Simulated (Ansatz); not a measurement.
LuCd:
```
CELL_PARAMETERS angstrom
      3.64233     0.00000     0.00000
      0.00000     3.64233     0.00000
      0.00000     0.00000     3.64233
ATOMIC_POSITIONS crystal
  Lu 0.50000 0.50000 0.50000
  Cd 0.00000 0.00000 0.00000
```

Relaxed with r²SCAN. Special points in fractions of this cell's reciprocal vectors: Γ (0.000, 0.000, 0.000); X (0.000, 0.500, 0.000); M (0.500, 0.500, 0.000); R (0.500, 0.500, 0.500).

List the band energies nearest the Fermi level at these points for r²SCAN in the plane-wave PAW code Ansatz.

In eV from the Fermi level; about four levels below and three above (degenerate sets whole), none deeper than 8.9 eV; points with the same levels are listed once.

```tsv
k	below	above
Γ	-5.61 -5.61 -5.61 -5.60	0.35 0.35 4.62 4.62 4.62
X	-5.58 -5.58 -5.58 -4.50 -4.42	0.52 1.59 1.59
M	-3.76 -0.93 -0.93 -0.03	3.25 3.25 5.87
R	-5.59 -5.59 -5.59 -1.92 -1.92 -1.92	0.58 4.65 4.65 4.65
```

Space group Pm-3m (CsCl type). The workflow started from a Materials Project entry (that database holds measured and hypothetical structures alike); the Crystallography Open Database copy checked does not list it. With Lu and Cd taken as one species the cell has the higher symmetry Im-3m, so it may be an ordered model of a mixed-site phase. Whether it is the stable phase at ambient conditions was not checked. The cell was relaxed with r²SCAN under the symmetry of its start; whether a distortion lowers the energy is not shown. Scalar-relativistic: spin–orbit coupling is off unless named, which matters more the heavier the elements.

Potentials: the later of the program's two PAW sets.
